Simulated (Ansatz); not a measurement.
What a change of settings does: Ge

First run: DFT, r2SCAN, PAW with Ansatz's default frozen-core files, scalar-relativistic (Ansatz 0.2.0).

Command: `ansatz run input.yaml --threads 1 --pin off --max-ram 2048MiB --backend cpu --events-out ev --progress --plain --runs-dir out` It took 9.2 s on 1 thread of Arm Neoverse V2, with other jobs on the host, peak memory 0.47 GiB.

```yaml
crystal:
  lattice:
    - [0.0, 2.82891, 2.82891]
    - [2.82891, 0.0, 2.82891]
    - [2.82891, 2.82891, 0.0]
  atoms:
    - { symbol: Ge, position: [-0.0225, 0.0075, 0.0075] }
    - { symbol: Ge, position: [0.2725, 0.2425, 0.2425] }
kpoints:
  mp_grid: { grid: [9, 9, 9] }
scf:
  occupations: { method: fermi_dirac, width: 0.05 }
hamiltonian:
  xc: r2scan
  pseudopotentials: { kind: paw }
output:
  forces: true
  stress: true
  eigenvalues: true
  efg: { contact_densities: true }
  populations: true
  write_density: true
  write_potential: true
  elf: true
  volumetric_format: npy
```

The cell is entry 9011999 of the Crystallography Open Database, unrelaxed.

This run: one bond, the shortest of the undistorted cell, set to 2.303 Å.

It converges in 6 SCF iterations at a pressure of 1.48 GPa, largest force 2.110 eV/Å, cutoff 500 eV.

The input is then changed:

```diff
   atoms:
-    - { symbol: Ge, position: [-0.0225, 0.0075, 0.0075] }
-    - { symbol: Ge, position: [0.2725, 0.2425, 0.2425] }
+    - { symbol: Ge, position: [-0.1575, 0.0525, 0.0525], spin: 3.0 }
+    - { symbol: Ge, position: [0.4075, 0.1975, 0.1975], spin: 1.0 }
 kpoints:
   occupations: { method: fermi_dirac, width: 0.05 }
+  mixing: { algorithm: broyden, beta: 0.9 }
 hamiltonian:
   volumetric_format: npy
+magnetization:
+  spin_polarized: true
```

**Question.** What does the second run give?

**Answer.** It converges in 16 SCF iterations at a pressure of 119.3 GPa, largest force 73.107 eV/Å, cell moment 0.00 μB, cutoff 500 eV. More than one line changes, and not each need have an effect. Results part of its log:
```
SCF 1 converged in 16 iterations: F = -8585.949072 eV  dr2 = 1.93e-11
  greatest PAW one-centre occupation: 0.998 electrons in one spin orbital (limit 2), on the Ge atom at site 0 (counted from 0), in its partial waves of l = 2
WARN: the starting moments were not kept: the SCF closed with an absolute magnetisation of 1.2e-5 μB, where they sum to 4 μB in size (2 sites). That is at most 0.1 of that sum. Measured as dr2_m measures the in/out step, that magnetisation stands 1.7e-11 eV from none, at or under the dr2_threshold of 1.0e-7 eV: it is no larger than a step whose dr2_m would equal this threshold. The system may hold no moment; this SCF shows only that its start led to no more than that. To try another start: raise the starting moments (crystal.atoms[].spin, magnetization.per_species, magnetization.initial_magnetization, or on a non-collinear deck that types none of these the spinor_matrix: blocks that start its atoms; where the total moment is fixed, keep their sum and leave initial_magnetization as it is; typed ones take the place of any that the run laid by itself, positive ones on a crystal's lanthanoids without a Hubbard term where scf.initial_density.shell_occupations: [] is typed) or, if the notice of its spin-set hold's release reads "site moments contracting" or "site moments show no strong build", lengthen the hold (scf.mixing.spin_hold: { on: { confirm: 4 } }; for m-r²SCAN on two components see the key's manual first). Each may lead to a state that holds a moment. A second SCF, from the converged charge density, with the starting moments and any scf.initial_density.shell_occupations laid on it anew, would have followed, and was not run: the deck does not ask for one (magnetization.retry_lost_moments is false, the default). To let it run, set magnetization.retry_lost_moments: true and run the deck again, where that key's refused combinations let it; where memory then withholds it, that run's warning says so.
this state was not tested for a lower state beside it, because the mixer in use, unlike msr1, does not test its closes by its own steps (another_mixer; see scf.mixing.algorithm and scf.lower_state_search)
SCF converged after 16 iterations
Magnetization: -0.0000 μB (14.0000 up, 14.0000 down)
Absolute magnetization: 0.0000 μB (∫|ρ↑−ρ↓|, with the PAW one-centre terms)
Spin contamination: 0.0000 ħ² per cell (⟨S²⟩ above its minimum at these occupations)
[... lines left out ...]
  k-point 1 ↑: bands = ["-22.7545", "-21.6753", "-21.6724", "-19.3048", "-19.3032", "-18.6345", "-18.6318", "-18.3972", "-18.3918", "-18.2011", "-5.8328", "5.4319", "7.3015", "7.3252", "7.5878", "11.5058", "12.2614", "15.3307", "16.2773", "17.6900"]
  k-point 2 ↑: bands = ["-22.7556", "-21.6822", "-21.6718", "-19.3054", "-19.3000", "-18.6378", "-18.6285", "-18.3993", "-18.3806", "-18.1971", "-5.5248", "3.9558", "7.0454", "7.2518", "7.2713", "11.1146", "13.6890", "15.9882", "16.3420", "17.0802"]
  k-point 84 ↓: bands = ["-22.7652", "-21.6990", "-21.6988", "-19.3024", "-19.3016", "-18.6354", "-18.6352", "-18.3483", "-18.3479", "-18.1704", "-4.1550", "-0.2462", "5.3345", "5.7644", "11.4920", "13.3497", "14.0839", "15.7573", "17.7397", "18.2029"]
--- Löwdin populations: 2 sites ---
  site symbol       q [e]    m [muB]
     0     Ge     13.9542     0.0000
     1     Ge     13.9542    -0.0000
  spilling = 0.003271 (of n_electrons = 28.000000)
```
